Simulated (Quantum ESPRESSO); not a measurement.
Ga2AlInAs4, input and log of a self-consistent run

Computed values, not a measurement. The program is pw.x of Quantum ESPRESSO 7.5 (plane-wave density functional theory). The cell is made up: 8 atoms on a zincblende/diamond lattice, with randomly drawn elements, strain and displacements, not relaxed. PseudoDojo standard norm-conserving files (v0.5 for PBE, v0.4.1 for LDA and PBEsol) set the functional; there is no spin polarisation, spin-orbit coupling or dispersion term, and the masses in the input are unused placeholders.

Input:

```
&control calculation='scf', pseudo_dir='./dojo.nc.sr.pbe.v0_5.standard.upf', outdir='./o', disk_io='medium', tprnfor=.true., tstress=.true. /
&system ibrav=0, nat=8, ntyp=4, nbnd=57, ecutwfc=84.00895049, nosym=.true., tot_charge=0,
 occupations='smearing', smearing='fd', degauss=0.0018374661
/
&electrons conv_thr=7.350e-09, electron_maxstep=60, /
ATOMIC_SPECIES
Al 1.0 Al.upf
As 1.0 As.upf
Ga 1.0 Ga.upf
In 1.0 In.upf
CELL_PARAMETERS angstrom
6.0048 0.0 0.0
0.0 6.0048 0.0
0.0 0.0 6.0048
ATOMIC_POSITIONS angstrom
Ga -0.0006 -0.0353 -0.0389
Ga 0.0061 2.9926 2.9824
Al 3.0072 0.0242 2.9892
In 2.9942 3.0063 -0.0076
As 1.5054 1.5106 1.5175
As 1.412 4.5 4.5582
As 4.5408 1.4611 4.5454
As 4.4725 4.5541 1.516
K_POINTS automatic
4 4 4 1 1 1
```

The log is shortened where brackets say so; the opening notice, blank lines, dates and the lines on written files are dropped, and the path of the files is cut. It prints rydbergs, bohrs and kilobars, and counts compression as positive stress.

```
     Program PWSCF v.7.5
     Parallel version (MPI & OpenMP), running on       1 processor cores
     Number of MPI processes:                 1
     Threads/MPI process:                     1
     [start-up lines left out]
     bravais-lattice index     =            0
     lattice parameter (alat)  =      11.3474  a.u.
     unit-cell volume          =    1461.1414 (a.u.)^3
     number of atoms/cell      =            8
     number of atomic types    =            4
     number of electrons       =       102.00
     number of Kohn-Sham states=           57
     kinetic-energy cutoff     =      84.0090  Ry
     charge density cutoff     =     336.0358  Ry
     scf convergence threshold =      7.3E-09
     mixing beta               =       0.7000
     number of iterations used =            8  plain     mixing
     Exchange-correlation= PBE
                           (   1   4   3   4   0   0   0)
     [axes and pseudopotential details left out]
   Cartesian axes
     site n.     atom                  positions (alat units)
         1        Ga     tau(   1) = (  -0.0000999  -0.0058786  -0.0064782  )
         2        Ga     tau(   2) = (   0.0010159   0.4983680   0.4966693  )
         3        Al     tau(   3) = (   0.5007994   0.0040301   0.4978018  )
         4        In     tau(   4) = (   0.4986344   0.5006495  -0.0012657  )
         5        As     tau(   5) = (   0.2506994   0.2515654   0.2527145  )
         6        As     tau(   6) = (   0.2351452   0.7494005   0.7590927  )
         7        As     tau(   7) = (   0.7561950   0.2433220   0.7569611  )
         8        As     tau(   8) = (   0.7448208   0.7584099   0.2524647  )
     number of k points=    32  Fermi-Dirac smearing, width (Ry)=  0.0018
                       cart. coord. in units 2pi/alat
        k(    1) = (   0.1250000   0.1250000   0.1250000), wk =   0.0625000
        k(    2) = (   0.1250000   0.1250000   0.3750000), wk =   0.0625000
     [further k points left out]
     Dense  grid:   151779 G-vectors     FFT dimensions: (  72,  72,  72)
     Estimated max dynamical RAM per process >     233.61 MB
     Initial potential from superposition of free atoms
     starting charge     101.9874, renormalised to     102.0000
     Starting wfcs are   67 randomized atomic wfcs
     total cpu time spent up to now is       27.9 secs
     per-process dynamical memory:   122.8 Mb
     Self-consistent Calculation
     iteration #  1     ecut=    84.01 Ry     beta= 0.70
     Davidson diagonalization with overlap
     ethr =  1.00E-02,  avg # of iterations =  3.4
     Threshold (ethr) on eigenvalues was too large:
     Diagonalizing with lowered threshold
     Davidson diagonalization with overlap
     ethr =  2.05E-04,  avg # of iterations =  4.2
     total cpu time spent up to now is      162.3 secs
     total energy              =   -1292.07702831 Ry
     estimated scf accuracy    <       0.21802461 Ry
     iteration #  2     ecut=    84.01 Ry     beta= 0.70
     Davidson diagonalization with overlap
     ethr =  2.14E-04,  avg # of iterations =  3.4
     total cpu time spent up to now is      230.5 secs
     total energy              =   -1292.12147871 Ry
     estimated scf accuracy    <       0.05067284 Ry
     iteration #  3     ecut=    84.01 Ry     beta= 0.70
     Davidson diagonalization with overlap
     ethr =  4.97E-05,  avg # of iterations =  4.4
     total cpu time spent up to now is      281.0 secs
     total energy              =   -1292.13215933 Ry
     estimated scf accuracy    <       0.00249275 Ry
     iteration #  4     ecut=    84.01 Ry     beta= 0.70
     Davidson diagonalization with overlap
     c_bands:  1 eigenvalues not converged
     c_bands:  1 eigenvalues not converged
     ethr =  2.44E-06,  avg # of iterations = 11.6
     total cpu time spent up to now is      364.9 secs
     total energy              =   -1292.13247399 Ry
     estimated scf accuracy    <       0.00193470 Ry
     iteration #  5     ecut=    84.01 Ry     beta= 0.70
     Davidson diagonalization with overlap
     ethr =  1.90E-06,  avg # of iterations =  2.7
     total cpu time spent up to now is      427.5 secs
     total energy              =   -1292.13280010 Ry
     estimated scf accuracy    <       0.00007088 Ry
     iteration #  6     ecut=    84.01 Ry     beta= 0.70
     Davidson diagonalization with overlap
     ethr =  6.95E-08,  avg # of iterations =  4.0
     total cpu time spent up to now is      505.9 secs
     total energy              =   -1292.13282535 Ry
     estimated scf accuracy    <       0.00000955 Ry
     iteration #  7     ecut=    84.01 Ry     beta= 0.70
     Davidson diagonalization with overlap
     ethr =  9.36E-09,  avg # of iterations =  2.0
     total cpu time spent up to now is      557.6 secs
     total energy              =   -1292.13282672 Ry
     estimated scf accuracy    <       0.00000241 Ry
     iteration #  8     ecut=    84.01 Ry     beta= 0.70
     Davidson diagonalization with overlap
     ethr =  2.36E-09,  avg # of iterations =  2.0
     total cpu time spent up to now is      617.7 secs
     total energy              =   -1292.13282712 Ry
     estimated scf accuracy    <       0.00000012 Ry
     iteration #  9     ecut=    84.01 Ry     beta= 0.70
     Davidson diagonalization with overlap
     ethr =  1.22E-10,  avg # of iterations =  5.0
     total cpu time spent up to now is      703.5 secs
     total energy              =   -1292.13282720 Ry
     estimated scf accuracy    <       0.00000004 Ry
     iteration # 10     ecut=    84.01 Ry     beta= 0.70
     Davidson diagonalization with overlap
     ethr =  3.68E-11,  avg # of iterations =  2.0
     total cpu time spent up to now is      762.5 secs
     End of self-consistent calculation
     [lines on levels left out]
!    total energy              =   -1292.13282720 Ry
     estimated scf accuracy    <          6.4E-09 Ry
     smearing contrib. (-TS)   =      -0.00000000 Ry
     internal energy E=F+TS    =   -1292.13282720 Ry
     The total energy is F=E-TS. E is the sum of the following terms:
     one-electron contribution =    -774.00965680 Ry
     hartree contribution      =     442.26176037 Ry
     xc contribution           =    -315.77417891 Ry
     ewald contribution        =    -644.61075186 Ry
     convergence has been achieved in  10 iterations
     Forces acting on atoms (cartesian axes, Ry/au):
     atom    1 type  3   force =    -0.00491379    0.00988191    0.02320912
     atom    2 type  3   force =    -0.00902715    0.00248678    0.00604251
     atom    3 type  1   force =    -0.00766710   -0.00198370    0.01579153
     atom    4 type  4   force =     0.00503181    0.00124826    0.00224235
     atom    5 type  2   force =    -0.02078559   -0.02818078    0.01655948
     atom    6 type  2   force =     0.00766508    0.01780286   -0.04586203
     atom    7 type  2   force =     0.00613730   -0.01022581   -0.03574942
     atom    8 type  2   force =     0.02355946    0.00897049    0.01776646
     Total force =     0.086484     Total SCF correction =     0.000340
     Computing stress (Cartesian axis) and pressure
          total   stress  (Ry/bohr**3)                   (kbar)     P=      -32.97
  -0.00022262  -0.00003342  -0.00001020          -32.75       -4.92       -1.50
  -0.00003342  -0.00021998   0.00000918           -4.92      -32.36        1.35
  -0.00001020   0.00000918  -0.00022971           -1.50        1.35      -33.79
     init_run     :     24.69s CPU     27.81s WALL (       1 calls)
     electrons    :    704.24s CPU    734.62s WALL (       1 calls)
     forces       :      8.51s CPU      8.64s WALL (       1 calls)
     stress       :     30.04s CPU     31.12s WALL (       1 calls)
     [timing details left out]
     PWSCF        :  12m47.74s CPU  13m24.79s WALL
     JOB DONE.
```

In other units: free energy -17580.363 eV for the cell, pressure -3.30 GPa, largest force component 1.179 eV/Å. A rerun of the same cell at another strain at 1437 eV and a 6 x 6 x 6 mesh moved values by no more than 0.014 eV in energy, 0.02 GPa in stress and 0.002 eV/Å in force.